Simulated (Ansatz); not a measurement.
Levels of theory for MgNb4O10 (P1)

All numbers come from the PAW code Ansatz. No magnetic order and no zero-point or thermal motion.

The cell is MgNb4O10 (P1) from a database structure; cell and atoms were relaxed with r2SCAN. It is triclinic, P1 (No. 1); a = 5.039 Å, b = 5.611 Å, c = 6.911 Å, α = 76.7°, β = 69.4°, γ = 90.0° in the conventional setting, 11.82 Å³ an atom. Mg has 5 O at 1.98–2.15 Å; Nb has 6 O at 1.83–2.33 Å; Nb has 6 O at 1.90–2.18 Å and 1 Nb at 2.74 Å; Nb has 6 O at 1.88–2.23 Å; Nb has 6 O at 1.95–2.15 Å and 1 Nb at 2.74 Å; O has 3 Nb at 1.90–2.33 Å; O has 3 Nb at 1.99–2.15 Å; O has 3 Nb at 1.95–2.25 Å (further sites aren't listed).

```
Mg Nb O
1.0
     5.03945   -0.00166   -0.00839
     0.00419    5.61066    0.01483
     2.44338    1.57369    6.27065
Mg Nb O
1 4 10
Direct
  0.23701 0.35220 0.05675
  0.87140 0.27273 0.74101
  0.59389 0.19797 0.33828
  0.13148 0.73271 0.27192
  0.39928 0.79726 0.67863
  0.87345 0.37051 0.39399
  0.24625 0.15099 0.60495
  0.13379 0.63790 0.59039
  0.74316 0.84750 0.39849
  0.13333 0.72768 0.00060
  0.89370 0.24522 0.01166
  0.42069 0.50143 0.22888
  0.65629 0.99544 0.77056
  0.55429 0.47790 0.77923
  0.33791 0.03781 0.20874
```

Band edges at fixed r2SCAN geometry:
```
  level  k mesh  gap (eV)      kind                                          edges  least direct gap (eV)
PBE+SOC   6×6×4      0.34  indirect  (0.385, 1/8, -0.469) → (0.177, 0.135, -0.318)                   0.39
 r2SCAN   6×6×4      0.56  indirect  (0.385, 1/8, -0.469) → (0.177, 0.135, -0.318)                   0.62
  HSE06   4×4×2      1.27  indirect  (0.385, 1/8, -0.469) → (0.177, 0.135, -0.318)                   1.34
   PBE0   4×4×2      1.98  indirect  (0.385, 1/8, -0.469) → (0.177, 0.135, -0.318)                   2.04
```
PBE+SOC: smearing of 0.02 eV; the others have fixed occupations.
Wave cutoffs: 420 eV, 500 eV (r2SCAN).
Points off the special ones are mesh points or PBE's searched band edges, reused at the other levels. PBE's own run along the path (0.38 eV) came before the search for the edges and missed one, so it isn't listed.

The HSE06 gap is indirect, 1.27 eV (k = (0.385, 1/8, -0.469) to k = (0.177, 0.135, -0.318)), below the direct gap of 1.34 eV at k = (0.177, 0.135, -0.318).

Among these functionals the gap stays indirect.

Only the levels marked +SOC include spin-orbit coupling.

Coordinates of k points refer to the reciprocal vectors of the primitive cell of the runs.

The meshes of the hybrids are coarse, so their gaps aren't converged to the digits shown.
